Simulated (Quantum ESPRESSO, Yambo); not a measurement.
Levels of theory for the gap of MgI₂

MgI₂ (CdI2 type, space group P-3m1, No. 164): one geometry, one set of norm-conserving PBEsol (Quantum ESPRESSO, 84 Ry, without SOC) orbitals, self-energies from Yambo (3×3×2 Γ-centred k mesh, bands 5 to 191 and a 8 Ry block in the screening, 191 bands in G with the Bruneval-Gonze terminator, plasmon pole fitted at 27.2 eV).

Cell and atoms were relaxed with PBE+D3(BJ) from Materials Project entry mp-23205, within its symmetry.

```csv
level,gap Γ → Γ (eV),rough Yambo cost
PBEsol (Quantum ESPRESSO),3.62,–
exchange only (Hartree-Fock self-energy on PBEsol orbitals),10.57,about 1/10 (8 states)
static COHSEX@PBEsol,6.22,about 1/2 (2 states)
"G0W0@PBEsol, plasmon pole",5.34,1 (8 states)
"G0W0@PBEsol, multipole fit to 8 frequencies, no terminator",5.33,within a factor of two (2 states)
"G0W0@PBEsol, plasmon pole, no terminator",5.33,"about 1/5 (2 states, screening reused)"
```

Bare exchange has no screening and gives the widest gap; static COHSEX screens it but leaves out the frequency dependence, which G0W0 restores. The mesh misses a band edge: along a dense path the PBEsol gap is 3.45 eV against 3.62 eV on the mesh. All rows use the PBEsol edge points; in the exchange only run other k points give a smaller gap, 10.45 eV.

Costs are rough ratios of core time on shared machines.

Nearest settings tried, and what they do to the gap: 119 bands in W, 119 bands in G: -34 meV; 7 Ry block (233 vectors against 263): -16 meV; 3×3×1 mesh: -59 meV. So the settings aren't converged at that level. The k mesh is coarse.

Without spin-orbit coupling, band edges of such heavy elements can be off by tenths of an eV.
